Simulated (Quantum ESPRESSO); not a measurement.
## Ga7ZnP5SAs2 (one run as intended and one with a planted mistake)

Computed values, not a measurement. The program is pw.x of Quantum ESPRESSO 7.5 (plane-wave density functional theory). The cell is made up: 16 atoms on a doubled zincblende/diamond lattice, with randomly drawn elements, strain and displacements, not relaxed. PseudoDojo standard norm-conserving files (v0.5 for PBE, v0.4.1 for LDA and PBEsol) set the functional; there is no spin polarisation, spin-orbit coupling or dispersion term, and the masses in the input are unused placeholders.

Intended input:

```
&control calculation='scf', pseudo_dir='./dojo.nc.sr.pbe.v0_5.standard.upf', outdir='./o', disk_io='low', tprnfor=.true., tstress=.true. /
&system ibrav=0, nat=16, ntyp=5, nbnd=92, ecutwfc=84.00895049, nosym=.true., tot_charge=0,
 occupations='smearing', smearing='fd', degauss=0.0018374661
/
&electrons conv_thr=7.350e-09, electron_maxstep=60, /
ATOMIC_SPECIES
As 1.0 As.upf
Ga 1.0 Ga.upf
P 1.0 P.upf
S 1.0 S.upf
Zn 1.0 Zn.upf
CELL_PARAMETERS angstrom
5.6476 -0.0287 -0.0363
-0.0287 5.6297 0.0548
-0.0726 0.1095 11.1352
ATOMIC_POSITIONS angstrom
Ga 0.0203 -0.0206 0.0172
Ga -0.0394 2.8633 2.8224
Ga 2.8114 0.0081 2.7951
Ga 2.7997 2.8035 0.0139
Ga -0.0222 0.0672 5.5184
Ga -0.0607 2.8682 8.3491
Ga 2.8031 0.1076 8.3793
Zn 2.7795 2.8606 5.5776
P 1.4452 1.4202 1.4136
S 1.3832 4.2421 4.2214
P 4.2205 1.4124 4.149
As 4.2065 4.2247 1.3785
P 1.3356 1.4386 6.9678
As 1.3392 4.2969 9.754
P 4.1799 1.468 9.7447
P 4.2147 4.2796 6.9682
K_POINTS automatic
4 4 2 1 1 1
```

The log is shortened where brackets say so; the opening notice, blank lines, dates and the lines on written files are dropped, and the path of the files is cut. It prints rydbergs, bohrs and kilobars, and counts compression as positive stress. Where no state is partly filled, the Fermi energy that it prints is only some level between the filled and the empty states on the mesh, and need not lie in the true gap.

Log of the intended run:

```
     Program PWSCF v.7.5
     Parallel version (MPI & OpenMP), running on       4 processor cores
     Number of MPI processes:                 4
     Threads/MPI process:                     1
     [start-up lines left out]
     bravais-lattice index     =            0
     lattice parameter (alat)  =      10.6728  a.u.
     unit-cell volume          =    2388.7630 (a.u.)^3
     number of atoms/cell      =           16
     number of atomic types    =            5
     number of electrons       =       172.00
     number of Kohn-Sham states=           92
     kinetic-energy cutoff     =      84.0090  Ry
     charge density cutoff     =     336.0358  Ry
     scf convergence threshold =      7.3E-09
     mixing beta               =       0.7000
     number of iterations used =            8  plain     mixing
     Exchange-correlation= PBE
                           (   1   4   3   4   0   0   0)
     [axes and pseudopotential details left out]
   Cartesian axes
     site n.     atom                  positions (alat units)
         1        Ga     tau(   1) = (   0.0035943  -0.0036474   0.0030454  )
         2        Ga     tau(   2) = (  -0.0069762   0.5069771   0.4997353  )
         3        Ga     tau(   3) = (   0.4977877   0.0014342   0.4949016  )
         4        Ga     tau(   4) = (   0.4957161   0.4963889   0.0024611  )
         5        Ga     tau(   5) = (  -0.0039307   0.0118985   0.9770902  )
         6        Ga     tau(   6) = (  -0.0107476   0.5078447   1.4782952  )
         7        Ga     tau(   7) = (   0.4963181   0.0190517   1.4836424  )
         8        Zn     tau(   8) = (   0.4921394   0.5064990   0.9875722  )
         9        P      tau(   9) = (   0.2558877   0.2514612   0.2502926  )
        10        S      tau(  10) = (   0.2449100   0.7511080   0.7474429  )
        11        P      tau(  11) = (   0.7472835   0.2500801   0.7346237  )
        12        As     tau(  12) = (   0.7448047   0.7480272   0.2440778  )
        13        P      tau(  13) = (   0.2364819   0.2547191   1.2337216  )
        14        As     tau(  14) = (   0.2371193   0.7608109   1.7270473  )
        15        P      tau(  15) = (   0.7400949   0.2599247   1.7254007  )
        16        P      tau(  16) = (   0.7462566   0.7577478   1.2337924  )
     number of k points=    16  Fermi-Dirac smearing, width (Ry)=  0.0018
                       cart. coord. in units 2pi/alat
        k(    1) = (   0.1264509   0.1248159   0.1263974), wk =   0.1250000
        k(    2) = (   0.1248332   0.1272766  -0.1272381), wk =   0.1250000
     [further k points left out]
     Dense  grid:   248473 G-vectors     FFT dimensions: (  64,  64, 125)
     Estimated max dynamical RAM per process >     707.05 MB
     Estimated total dynamical RAM >       2.58 GB
     Initial potential from superposition of free atoms
     starting charge     171.9799, renormalised to     172.0000
     Starting wfcs are  115 randomized atomic wfcs
     total cpu time spent up to now is       10.1 secs
     per-process dynamical memory:   478.5 Mb
     Self-consistent Calculation
     iteration #  1     ecut=    84.01 Ry     beta= 0.70
     Davidson diagonalization with overlap
     ethr =  1.00E-02,  avg # of iterations =  3.2
     Threshold (ethr) on eigenvalues was too large:
     Diagonalizing with lowered threshold
     Davidson diagonalization with overlap
     ethr =  3.72E-04,  avg # of iterations =  2.0
     total cpu time spent up to now is       52.8 secs
     total energy              =   -2004.46233490 Ry
     estimated scf accuracy    <       0.64463538 Ry
     iteration #  2     ecut=    84.01 Ry     beta= 0.70
     Davidson diagonalization with overlap
     ethr =  3.75E-04,  avg # of iterations =  7.4
     total cpu time spent up to now is       78.4 secs
     total energy              =   -2004.46092029 Ry
     estimated scf accuracy    <       0.75664095 Ry
     [iterations 3 to 11 left out]
     iteration # 12     ecut=    84.01 Ry     beta= 0.70
     Davidson diagonalization with overlap
     ethr =  5.15E-11,  avg # of iterations =  4.0
     total cpu time spent up to now is      317.6 secs
     total energy              =   -2004.68690957 Ry
     estimated scf accuracy    <       0.00000004 Ry
     iteration # 13     ecut=    84.01 Ry     beta= 0.70
     Davidson diagonalization with overlap
     ethr =  2.19E-11,  avg # of iterations =  2.1
     total cpu time spent up to now is      338.0 secs
     End of self-consistent calculation
     [lines on levels left out]
     the Fermi energy is     7.7118 ev
!    total energy              =   -2004.68690957 Ry
     estimated scf accuracy    <          4.5E-09 Ry
     smearing contrib. (-TS)   =      -0.00000000 Ry
     internal energy E=F+TS    =   -2004.68690957 Ry
     The total energy is F=E-TS. E is the sum of the following terms:
     one-electron contribution =   -1228.42824564 Ry
     hartree contribution      =     721.13863350 Ry
     xc contribution           =    -459.77619374 Ry
     ewald contribution        =   -1037.62110369 Ry
     convergence has been achieved in  13 iterations
     Forces acting on atoms (cartesian axes, Ry/au):
     atom    1 type  2   force =     0.01197405    0.03618026   -0.01563165
     atom    2 type  2   force =     0.00759151   -0.03623328   -0.00736139
     atom    3 type  2   force =     0.01049115    0.02089838   -0.00882818
     atom    4 type  2   force =     0.01410682   -0.03706507   -0.01184166
     atom    5 type  2   force =    -0.01270770    0.00527851    0.03826390
     atom    6 type  2   force =    -0.01572784   -0.01415269   -0.01809319
     atom    7 type  2   force =     0.01499543    0.00211891   -0.03880771
     atom    8 type  5   force =     0.01723148   -0.01735241    0.02866032
     atom    9 type  3   force =    -0.01925786    0.00006997    0.01123016
     atom   10 type  4   force =    -0.00584845    0.00591917   -0.00881767
     atom   11 type  3   force =    -0.00620264    0.00841674    0.00546229
     atom   12 type  1   force =    -0.01049317   -0.00191087    0.02622817
     atom   13 type  3   force =     0.01636718    0.00877659   -0.01219670
     atom   14 type  1   force =    -0.00734376    0.00200935    0.00892308
     atom   15 type  3   force =     0.00077251    0.01617143    0.01226529
     atom   16 type  3   force =    -0.01594872    0.00087502   -0.00945506
     Total force =     0.118388     Total SCF correction =     0.000350
     Computing stress (Cartesian axis) and pressure
          total   stress  (Ry/bohr**3)                   (kbar)     P=      -14.98
  -0.00012112   0.00006193   0.00006617          -17.82        9.11        9.73
   0.00006193  -0.00010685  -0.00009295            9.11      -15.72      -13.67
   0.00006617  -0.00009295  -0.00007754            9.73      -13.67      -11.41
     init_run     :      9.42s CPU      9.80s WALL (       1 calls)
     electrons    :    322.63s CPU    327.96s WALL (       1 calls)
     forces       :      4.28s CPU      4.43s WALL (       1 calls)
     stress       :     12.99s CPU     13.24s WALL (       1 calls)
     [timing details left out]
     PWSCF        :   5m49.69s CPU   5m55.95s WALL
     JOB DONE.
```

A second run has one planted mistake: two atoms have their elements exchanged. The input lines that differ, file-writing options aside:

```
- Ga -0.0607 2.8682 8.3491
+ Zn -0.0607 2.8682 8.3491
- Zn 2.7795 2.8606 5.5776
+ Ga 2.7795 2.8606 5.5776
```

Its log:

```
     Program PWSCF v.7.5
     Parallel version (MPI & OpenMP), running on       4 processor cores
     Number of MPI processes:                 4
     Threads/MPI process:                     1
     [start-up lines left out]
     bravais-lattice index     =            0
     lattice parameter (alat)  =      10.6728  a.u.
     unit-cell volume          =    2388.7630 (a.u.)^3
     number of atoms/cell      =           16
     number of atomic types    =            5
     number of electrons       =       172.00
     number of Kohn-Sham states=           92
     kinetic-energy cutoff     =      84.0090  Ry
     charge density cutoff     =     336.0358  Ry
     scf convergence threshold =      7.3E-09
     mixing beta               =       0.7000
     number of iterations used =            8  plain     mixing
     Exchange-correlation= PBE
                           (   1   4   3   4   0   0   0)
     [axes and pseudopotential details left out]
   Cartesian axes
     site n.     atom                  positions (alat units)
         1        Ga     tau(   1) = (   0.0035943  -0.0036474   0.0030454  )
         2        Ga     tau(   2) = (  -0.0069762   0.5069771   0.4997353  )
         3        Ga     tau(   3) = (   0.4977877   0.0014342   0.4949016  )
         4        Ga     tau(   4) = (   0.4957161   0.4963889   0.0024611  )
         5        Ga     tau(   5) = (  -0.0039307   0.0118985   0.9770902  )
         6        Zn     tau(   6) = (  -0.0107476   0.5078447   1.4782952  )
         7        Ga     tau(   7) = (   0.4963181   0.0190517   1.4836424  )
         8        Ga     tau(   8) = (   0.4921394   0.5064990   0.9875722  )
         9        P      tau(   9) = (   0.2558877   0.2514612   0.2502926  )
        10        S      tau(  10) = (   0.2449100   0.7511080   0.7474429  )
        11        P      tau(  11) = (   0.7472835   0.2500801   0.7346237  )
        12        As     tau(  12) = (   0.7448047   0.7480272   0.2440778  )
        13        P      tau(  13) = (   0.2364819   0.2547191   1.2337216  )
        14        As     tau(  14) = (   0.2371193   0.7608109   1.7270473  )
        15        P      tau(  15) = (   0.7400949   0.2599247   1.7254007  )
        16        P      tau(  16) = (   0.7462566   0.7577478   1.2337924  )
     number of k points=    16  Fermi-Dirac smearing, width (Ry)=  0.0018
                       cart. coord. in units 2pi/alat
        k(    1) = (   0.1264509   0.1248159   0.1263974), wk =   0.1250000
        k(    2) = (   0.1248332   0.1272766  -0.1272381), wk =   0.1250000
     [further k points left out]
     Dense  grid:   248473 G-vectors     FFT dimensions: (  64,  64, 125)
     Estimated max dynamical RAM per process >     707.05 MB
     Estimated total dynamical RAM >       2.58 GB
     Initial potential from superposition of free atoms
     starting charge     171.9799, renormalised to     172.0000
     Starting wfcs are  115 randomized atomic wfcs
     total cpu time spent up to now is       10.9 secs
     per-process dynamical memory:   478.5 Mb
     Self-consistent Calculation
     iteration #  1     ecut=    84.01 Ry     beta= 0.70
     Davidson diagonalization with overlap
     ethr =  1.00E-02,  avg # of iterations =  3.2
     Threshold (ethr) on eigenvalues was too large:
     Diagonalizing with lowered threshold
     Davidson diagonalization with overlap
     ethr =  3.97E-04,  avg # of iterations =  2.4
     total cpu time spent up to now is       53.9 secs
     total energy              =   -2004.40405659 Ry
     estimated scf accuracy    <       0.68376540 Ry
     iteration #  2     ecut=    84.01 Ry     beta= 0.70
     Davidson diagonalization with overlap
     ethr =  3.98E-04,  avg # of iterations =  7.4
     total cpu time spent up to now is       81.7 secs
     total energy              =   -2004.01796795 Ry
     estimated scf accuracy    <       2.62141813 Ry
     [iterations 3 to 11 left out]
     iteration # 12     ecut=    84.01 Ry     beta= 0.70
     Davidson diagonalization with overlap
     ethr =  8.94E-11,  avg # of iterations =  2.6
     total cpu time spent up to now is      305.0 secs
     total energy              =   -2004.65956553 Ry
     estimated scf accuracy    <       0.00000005 Ry
     iteration # 13     ecut=    84.01 Ry     beta= 0.70
     Davidson diagonalization with overlap
     ethr =  2.76E-11,  avg # of iterations =  3.0
     total cpu time spent up to now is      324.5 secs
     End of self-consistent calculation
     [lines on levels left out]
     the Fermi energy is     7.7570 ev
!    total energy              =   -2004.65956554 Ry
     estimated scf accuracy    <          3.3E-09 Ry
     smearing contrib. (-TS)   =      -0.00000000 Ry
     internal energy E=F+TS    =   -2004.65956554 Ry
     The total energy is F=E-TS. E is the sum of the following terms:
     one-electron contribution =   -1262.42262544 Ry
     hartree contribution      =     738.29549402 Ry
     xc contribution           =    -459.75135882 Ry
     ewald contribution        =   -1020.78107530 Ry
     convergence has been achieved in  13 iterations
     Forces acting on atoms (cartesian axes, Ry/au):
     atom    1 type  2   force =     0.01180082    0.03655266   -0.02612663
     atom    2 type  2   force =     0.00686010   -0.03599811   -0.01989388
     atom    3 type  2   force =     0.01038509    0.02176800   -0.02102435
     atom    4 type  2   force =     0.01437369   -0.03757132   -0.02233736
     atom    5 type  2   force =    -0.01257692    0.00637367    0.04850672
     atom    6 type  5   force =    -0.01332869   -0.01229577   -0.00425651
     atom    7 type  2   force =     0.01575122    0.00296441   -0.02480337
     atom    8 type  2   force =     0.02307901   -0.02196388    0.04679267
     atom    9 type  3   force =    -0.02362851    0.00091768    0.02138588
     atom   10 type  4   force =    -0.00725179    0.00368982   -0.01007605
     atom   11 type  3   force =    -0.00611421    0.01195212    0.00102378
     atom   12 type  1   force =    -0.00664461   -0.00160307    0.03439852
     atom   13 type  3   force =     0.01090384    0.00901701   -0.01900462
     atom   14 type  1   force =    -0.01599894   -0.00035981    0.00177881
     atom   15 type  3   force =     0.00504258    0.01631992    0.00869328
     atom   16 type  3   force =    -0.01265269    0.00023666   -0.01505690
     Total force =     0.134845     Total SCF correction =     0.000317
     Computing stress (Cartesian axis) and pressure
          total   stress  (Ry/bohr**3)                   (kbar)     P=      -13.57
  -0.00010766   0.00005089   0.00006681          -15.84        7.49        9.83
   0.00005089  -0.00008899  -0.00010302            7.49      -13.09      -15.15
   0.00006681  -0.00010302  -0.00008012            9.83      -15.15      -11.79
     init_run     :     10.19s CPU     10.69s WALL (       1 calls)
     electrons    :    308.79s CPU    313.66s WALL (       1 calls)
     forces       :      4.20s CPU      4.26s WALL (       1 calls)
     stress       :     12.80s CPU     13.03s WALL (       1 calls)
     [timing details left out]
     PWSCF        :   5m36.22s CPU   5m42.03s WALL
     JOB DONE.
```

|  | intended run | run with the mistake |
| --- | --- | --- |
| free energy (eV) | -27275.155 | -27274.783 |
| smearing term -TS (eV) | 0.0000 | 0.0000 |
| pressure (GPa) | -1.50 | -1.36 |
| largest force component (eV/Å) | 0.998 | 1.247 |
| largest change of a force component (eV/Å) |  | 0.466 |
| iterations | 13 | 13 |

For scale, a rerun of the intended cell at a cutoff of 1437 eV and k mesh 6 x 6 x 4 moved values by no more than 0.021 eV in energy, 0.02 GPa in stress and 0.004 eV/Å in force.